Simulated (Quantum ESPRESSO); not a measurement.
Empty bands for a GW run on GaP (zinc blende, space group F-43m, No. 216): 154 bands on a 4×4×4 mesh, PBEsol, PseudoDojo standard norm-conserving files, scalar-relativistic, Quantum ESPRESSO. The input, in which only the diagonalization keyword changes:

```
&CONTROL
  calculation = 'nscf'
  pseudo_dir = './pseudo'
  outdir = './out'
/
&SYSTEM
  ibrav = 0
  nat = 2
  ntyp = 2
  ecutwfc = 80.0
  ecutrho = 320.0
  occupations = 'fixed'
  force_symmorphic = .true.
  nbnd = 154
/
&ELECTRONS
  conv_thr = 2e-09
  diago_full_acc = .true.
  diago_thr_init = 1e-08
  diagonalization = 'david'
/
ATOMIC_SPECIES
P 30.9738 P.upf
Ga 69.7230 Ga.upf
CELL_PARAMETERS angstrom
  0.000000000000   2.719967967000   2.719967967000
  2.719967967000   0.000000000000   2.719967967000
  2.719967967000   2.719967967000   0.000000000000
ATOMIC_POSITIONS crystal
P   0.750000000000   0.750000000000   0.750000000000
Ga   0.000000000000   0.000000000000   0.000000000000
K_POINTS automatic
4 4 4 0 0 0
```

| diagonalization | mean iterations per k point | rough time | largest change of an eigenvalue (eV) |
|---|---|---|---|
| david | 17 | 1 | – |
| cg | 44 | about 4× | 2e-07 |
| paro | 14 | within a factor of two | 9e-10 |

An iteration means different work in each solver, so the counts don't rank them. Times are rough ratios from shared machines.

Spin-orbit coupling is not included.

Geometry relaxed with PBEsol.
